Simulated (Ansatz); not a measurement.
## Ga: electron density at the nuclei under pressure

```
CELL_PARAMETERS angstrom
-1.40400 1.40400 2.22900
1.40400 -1.40400 2.22900
1.40400 1.40400 -2.22900
ATOMIC_POSITIONS crystal
Ga 0.00000 0.00000 0.00000
```

The cell is COD entry 9012723, as deposited and not checked against the literature; nothing was relaxed.

All numbers below come from DFT, LDA, all-electron PAW with datasets made for the crystal, scalar-relativistic in Ansatz 0.2.0.

Settings: a Γ-centred 14×14×16 k mesh, Fermi–Dirac smearing of 0.05 eV, cutoff 240 eV (chosen by the program for this cell), no spin polarisation; this mesh doesn't keep the crystal's whole symmetry, which leaves small spurious terms.

The contact density is the mean electron density over the nuclear volume; its changes follow the s electrons' response to bonding and compression. Changes below are taken from the unscaled cell, where it is 186563 e/Å³ at Ga.

The datasets are made afresh for each cell, so very small changes are uncertain.

(1) Does compression raise or lower the contact density at Ga?

(2) Tabulate the changes with volume.

## Answers

(1) It lowers it, by 3.16 e/Å³ over the whole range.

(2) 
| V/V(cell) | P (GPa) | Δρ(0) Ga (e/Å³) |
| --- | --- | --- |
| 0.9400 | 2.5 | -1.57 |
| 0.9500 | 1.7 | -1.30 |
| 0.9600 | 1.0 | -1.04 |
| 0.9800 | -0.4 | -0.52 |
| 0.9900 | -1.0 | -0.26 |
| 1.0000 | -1.6 | 0.00 |
| 1.0100 | -2.2 | 0.26 |
| 1.0200 | -2.7 | 0.52 |
| 1.0400 | -3.7 | 1.05 |
| 1.0500 | -4.1 | 1.32 |
| 1.0600 | -4.5 | 1.59 |
